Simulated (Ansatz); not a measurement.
The relaxed structure here is a generated cell of Ti3Al: the first start was made by placing the elements on the sites of a structure type, and the end was not matched to a known phase here, so it may be hypothetical. Known forms of Ti3Al include space group No. 194.

A relaxed cell of Ti$_{3}$Al (P6₃22 (No. 182)), relaxed on a k-mesh at least as fine as the one used below. Computed with PBEsol (plane waves to 420 eV, PAW, scalar-relativistic; Ansatz, a first-principles code). Γ-centred k-mesh 5×5×11 on the run's cell (coarser than for final values), Fermi–Dirac smearing 0.05 eV.

```
CELL_PARAMETERS angstrom
      7.52969     0.00000     0.00000
     -3.76484     6.52090     0.00000
      0.00000     0.00000     2.85127
ATOMIC_POSITIONS crystal
  Ti 0.30539 0.00000 0.00000
  Ti 0.30539 0.30539 0.50000
  Ti 0.00000 0.30539 0.00000
  Ti 0.69461 0.00000 0.50000
  Ti 0.69461 0.69461 0.00000
  Ti 0.00000 0.69461 0.50000
  Al 0.33333 0.66667 0.25000
  Al 0.66667 0.33333 0.75000
```

The atoms are displaced by (Å):

```tsv
atom	ux	uy	uz
Ti1	-0.020	-0.182	-0.010
Ti2	-0.019	-0.066	-0.051
Ti3	0.000	-0.067	-0.174
Ti4	-0.096	-0.045	0.096
Ti5	0.021	-0.007	-0.016
Ti6	0.164	-0.058	0.007
Al7	0.003	0.061	0.082
Al8	0.101	0.028	0.068
```

### Question
What forces (eV/Å) and pressure result?

### Answer
```tsv
atom	Fx	Fy	Fz
Ti1	-0.01	1.64	-0.28
Ti2	0.56	0.05	-0.18
Ti3	0.82	0.23	1.10
Ti4	0.22	0.27	-0.74
Ti5	0.16	0.30	0.30
Ti6	-1.37	-0.78	-0.05
Al7	0.83	-1.41	-0.27
Al8	-1.21	-0.30	0.13
```

Pressure +1.2 GPa.

### Question
Estimate the energy cost of the displacement in the harmonic approximation and compare with the calculation.

### Answer
For a harmonic well ΔE = −½ Σ F·u = 0.511 eV a cell, or 64 meV/atom. The calculated energy relative to the undisplaced cell is +0.06 eV/atom, so the harmonic estimate holds well.

The undisplaced cell is probably no minimum: from this displacement the run went on to P-62m (No. 189), 0.30 eV/atom below it.

No spin polarisation in the result.
